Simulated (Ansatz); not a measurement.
An Ansatz (a quantum-chemistry and plane-wave program) run. Input:

Ansatz 0.2 input:
```yaml
crystal:
  lattice:
    - [0.0, 2.7168668278, 2.7168668278]
    - [2.7168668278, 0.0, 2.7168668278]
    - [2.7168668278, 2.7168668278, 0.0]
  atoms:
    - { symbol: P, position: [0.75, 0.75, 0.75] }
    - { symbol: Al, position: [0.0, 0.0, 0.0] }
kpoints:
  mp_grid: { grid: [9, 9, 9] }
hamiltonian:
  xc: lda
  pseudopotentials: { kind: paw }
scf:
  occupations: { method: fixed }
elastic: { mode: relaxed_ion, stencil: two_point, amplitude: 0.005, f_tol: 0.0005 }
output: { polarization: {} }
```

Output (shortened):

```
Pseudopotentials: kind: paw
Pseudopotential: P, paw, valence charge 5
Pseudopotential: Al, paw, valence charge 3
Functional definition: SPW92
Crystal: 2 atoms, lattice volume = 40.108 Å³
Basis set: ecut = 420 eV, 749 PW (Γ)
Bands: 8, of which v1, the nominal top of the filled ones, is band 4 counted from 1 (3 counted from 0)
Symmetry: 24 space group operations
Space group: F-43m (ITA 216), of the structure as read, at distance tolerance 3.4e-5 Å
k-points: 35 of 729 (time reversal used)
PAW frozen core: P, regenerated for the run's functional, and the local potential with it
PAW frozen core: Al, regenerated for the run's functional, and the local potential with it
Initial wavefunctions: pseudopotential atomic-orbital guess
Eigensolver: davidson
Functional: x = slater, c = lda
all-band conjugate gradients solve this SCF's bands
SCF 1 converged in 8 iterations: F = -1240.042083 eV  dr2 = 8.72e-14
Crystal: 2 atoms, lattice volume = 39.908 Å³
Symmetry: 8 space group operations
k-points: 75 of 729 (time reversal used)
Initial density: handed on by an earlier stage of this run
Initial wavefunctions: pseudopotential atomic-orbital guess (no wavefunctions were taken with the density)
SCF 2 converged in 8 iterations: F = -1240.041662 eV  dr2 = 2.14e-14
Crystal: 2 atoms, lattice volume = 40.309 Å³
Basis set: ecut = 420 eV, 757 PW (Γ)
SCF 3 converged in 8 iterations: F = -1240.041676 eV  dr2 = 2.57e-15
Crystal: 2 atoms, lattice volume = 40.108 Å³
Symmetry: 4 space group operations
k-points: 125 of 729 (time reversal used)
SCF 4 converged in 10 iterations: F = -1240.041803 eV  dr2 = 1.49e-15
relax step   1: F+E_penalty+E_count = -1240.04180255 eV  Δ(F+E_penalty+E_count) = +0.000e0 eV  max|allowed force component| = 4.312e-2 eV/Å  Δτ_max = 0.0000 Å  (10 SCF iters, accepted)
density extrapolation: transplant  |δρ|_rms = 3.618e-2 e/Å³  SAD shift = 3.486e-4 e/Å³
Crystal: 2 atoms, lattice volume = 40.108 Å³
Initial wavefunctions: those handed on with the density
SCF 5 converged in 8 iterations: F = -1240.041878 eV  dr2 = 3.44e-15
relax step   2: F+E_penalty+E_count = -1240.04187795 eV  Δ(F+E_penalty+E_count) = -7.540e-5 eV  max|allowed force component| = 1.757e-2 eV/Å  Δτ_max = 0.0012 Å  (8 SCF iters, accepted)
density extrapolation: transplant  |δρ|_rms = 3.618e-2 e/Å³  SAD shift = 2.398e-4 e/Å³
Crystal: 2 atoms, lattice volume = 40.108 Å³
SCF 6 converged in 7 iterations: F = -1240.041893 eV  dr2 = 4.36e-15
relax step   3: F+E_penalty+E_count = -1240.04189296 eV  Δ(F+E_penalty+E_count) = -1.502e-5 eV  max|allowed force component| = 7.846e-7 eV/Å  Δτ_max = 0.0009 Å  (7 SCF iters, accepted)
Crystal: 2 atoms, lattice volume = 40.108 Å³
SCF 7 converged in 2 iterations: F = -1240.041893 eV  dr2 = 4.25e-16
Crystal: 2 atoms, lattice volume = 40.108 Å³
SCF 8 converged in 10 iterations: F = -1240.041803 eV  dr2 = 7.66e-16
relax step   1: F+E_penalty+E_count = -1240.04180254 eV  Δ(F+E_penalty+E_count) = +0.000e0 eV  max|allowed force component| = 4.312e-2 eV/Å  Δτ_max = 0.0000 Å  (10 SCF iters, accepted)
density extrapolation: transplant  |δρ|_rms = 3.618e-2 e/Å³  SAD shift = 3.486e-4 e/Å³
Crystal: 2 atoms, lattice volume = 40.108 Å³
SCF 9 converged in 8 iterations: F = -1240.041878 eV  dr2 = 1.37e-15
relax step   2: F+E_penalty+E_count = -1240.04187794 eV  Δ(F+E_penalty+E_count) = -7.540e-5 eV  max|allowed force component| = 1.757e-2 eV/Å  Δτ_max = 0.0012 Å  (8 SCF iters, accepted)
density extrapolation: transplant  |δρ|_rms = 3.618e-2 e/Å³  SAD shift = 2.398e-4 e/Å³
Crystal: 2 atoms, lattice volume = 40.108 Å³
SCF 10 converged in 7 iterations: F = -1240.041893 eV  dr2 = 3.24e-15
relax step   3: F+E_penalty+E_count = -1240.04189296 eV  Δ(F+E_penalty+E_count) = -1.502e-5 eV  max|allowed force component| = 8.076e-7 eV/Å  Δτ_max = 0.0009 Å  (7 SCF iters, accepted)
Crystal: 2 atoms, lattice volume = 40.108 Å³
SCF 11 converged in 2 iterations: F = -1240.041893 eV  dr2 = 3.71e-16
SCF converged after 8 iterations
Free energy (F): -1240.042083 eV
Harris-Foulkes:  -1240.042083 eV  (|F-HF|=4.55e-13)
Internal energy: -1240.042083 eV  (E = F + TS)
E sigma→0 (E₀):  -1240.042083 eV
Fermi energy:    5.005111 eV
--- Per-component energies (eV) ---
  E_band       = 4.081015
  E_kinetic    = 94.522257
  E_local      = -83.050775  (includes V_loc(G=0)·N_el)
  E_nonlocal   = 46.746091
  E_hartree    = 24.517908
  E_xc         = -100.919780
  E_vxc        = -90.672770  (∫ρ·V_xc dr)
  E_paw        = -983.601699  (= ΣΔE_a)
  E_vpaw       = -12.499605  (= ΣTr[D̂ρ^β])
  E_aug_tail   = -0.000001  (compensation charges beyond the density's cutoff)
  E_ewald      = -238.429152
  E_core_change = 0.173068  (= ΣΔE_core)
  E_smearing   =  0.000000  (= −TS)
  E_closure    =  0.000000  (closes the sum)
  Σ components = -1240.042083   (vs F -1240.042083, Δ=0.00e0)
--- Forces (eV/Å), atoms counted from 1 ---
  atom   1  P      0.00000000     0.00000000     0.00000000
  atom   2  Al     0.00000000     0.00000000     0.00000000
  max |Σ_I F_I| component: 1.11e-16 eV/Å
--- Stress (GPa, compression-positive) ---
        0.007005       0.000000       0.000000
        0.000000       0.007005       0.000000
        0.000000       0.000000       0.007005
  P = ⅓ Tr σ = 0.0070 GPa (0.070 kbar)
  The stress holds the Pulay correction. Without it, at fixed plane waves, as pw.x and ABINIT print it: P = -0.0404 GPa
  The stress includes an estimate of the error left by incomplete SCF convergence (largest component 0.0000 GPa).
--- Band table (eV; the first three rows and the last of 35) ---
  k-point 0: bands = ["-6.5864", "5.0051", "5.0051", "5.0051", "8.2348", "9.5007", "9.5007", "9.5007"]
  k-point 1: bands = ["-6.4470", "3.9640", "4.8825", "4.8825", "8.6477", "9.7358", "9.7358", "9.8774"]
  k-point 2: bands = ["-6.0475", "2.2037", "4.6213", "4.6213", "8.3503", "10.0720", "10.0720", "11.4580"]
  k-point 34: bands = ["-4.1933", "0.0237", "1.6981", "2.3940", "9.0659", "10.3999", "10.8200", "12.4303"]
  band table: 8 of 8 bands, residual norms ≤ 1.0e-3 eV
--- Elastic constants: 2 strain directions × 2 members + reference (group order 24) ---
  dense FFT box of the reference and of every strained cell: 27×27×27
  strains applied: 11, 23; error gains: componentwise 1.00 (the most a stress slope's error grows in a printed constant), spectral 1.73 (1 for all six strains …
  C = ∂σ_k/∂η_j (tension-positive GPa; Voigt order 11 22 33 23 13 12):
       132.568     68.873     68.873      0.000      0.000      0.000
        68.873    132.568     68.873      0.000      0.000      0.000
        68.873     68.873    132.568      0.000      0.000      0.000
         0.000      0.000      0.000     61.559      0.000      0.000
         0.000      0.000      0.000      0.000     61.559      0.000
         0.000      0.000      0.000      0.000      0.000     61.559
  reference stress σ⁰ (GPa):     -0.007     -0.007     -0.007      0.000      0.000      0.000
  moduli (Voigt/Reuss/Hill, GPa): K = 90.10/90.10/90.10   G = 49.67/44.83/47.25   E = 120.66   ν = 0.277
  mechanically stable: yes (min eigenvalue of sym C = 61.56 GPa)
  e, the proper piezoelectric tensor (elastic.mode: relaxed_ion; C/m²; rows x y z; Voigt order 11 22 33 23 13 12):
       0.00000    0.00000    0.00000   -0.04103    0.00000    0.00000
       0.00000    0.00000    0.00000    0.00000   -0.04103    0.00000
       0.00000    0.00000    0.00000    0.00000    0.00000   -0.04103
  ±, each entry's uncertainty from the finite density of the strings (C/m²), an estimate: the size of the correction for it that the entry includes:
       0.00000    0.00000    0.00000    0.00430    0.00000    0.00000
       0.00000    0.00000    0.00000    0.00000    0.00430    0.00000
       0.00000    0.00000    0.00000    0.00000    0.00000    0.00430
  strain η (Voigt 11):  stress-route row diagonal C_11 = 132.57 GPa, energy-path curvature d²(F+E_count+ΔE)/dδ²/Ω₀ = 132.57 GPa
         δ    σ_11 (GPa)             F (eV)   n_scf  n_hpsi   n_pw
    -5.000e-3      -0.6718       -1240.0416624       8   13982    801   relax 0 steps, max|allowed force component| 5.55e-17 eV/Å
     5.000e-3       0.6539       -1240.0416761       8   13843    802   relax 0 steps, max|allowed force component| 5.55e-17 eV/Å
  strain η (Voigt 23):  stress-route row diagonal C_44 = 61.56 GPa, energy-path curvature d²(F+E_count+ΔE)/dδ²/Ω₀ = 61.56 GPa
         δ    σ_23 (GPa)             F (eV)   n_scf  n_hpsi   n_pw
    -5.000e-3      -0.3078       -1240.0418930       2   11290    797   relax 3 steps, max|allowed force component| 7.85e-7 eV/Å
     5.000e-3       0.3078       -1240.0418930       2   11302    797   relax 3 steps, max|allowed force component| 8.08e-7 eV/Å
--- Formal polarisation (Berry phase): one branch of a lattice of values; only differences between neighbouring runs are physical ---
  axis  mesh            electronic          ionic      p = total  spread (rad)  least overlap  resolved gap  δp at fixed H ≤   (phases in cycles; p mod 1 …
  b1    9×9×9           0.00000000     3.75000000     3.75000000      0.094433         0.8789        3.2296           1.9e-6
  b2    9×9×9           0.00000000     3.75000000     3.75000000      0.094433         0.8789        3.2296           1.8e-6
  b3    9×9×9           0.00000000     3.75000000     3.75000000      0.094433         0.8789        3.2296           1.8e-6
  quantum along a1:   0.09579620 e/Å² =   153.482440 µC/cm²
  quantum along a2:   0.09579620 e/Å² =   153.482440 µC/cm²
  quantum along a3:   0.09579620 e/Å² =   153.482440 µC/cm²
  P = (  0.50803609,   0.50803609,   0.50803609) e/Å² = (  813.963553,   813.963553,   813.963553) µC/cm²  (mod the quanta)
```

Cost: very roughly 60 core-seconds on shared cores.

Symmetry was held in the LDA relaxation; phonons on a q-mesh show no instability.

Potentials: the later of the program's two PAW sets.

Ansatz is a plane-wave DFT program.
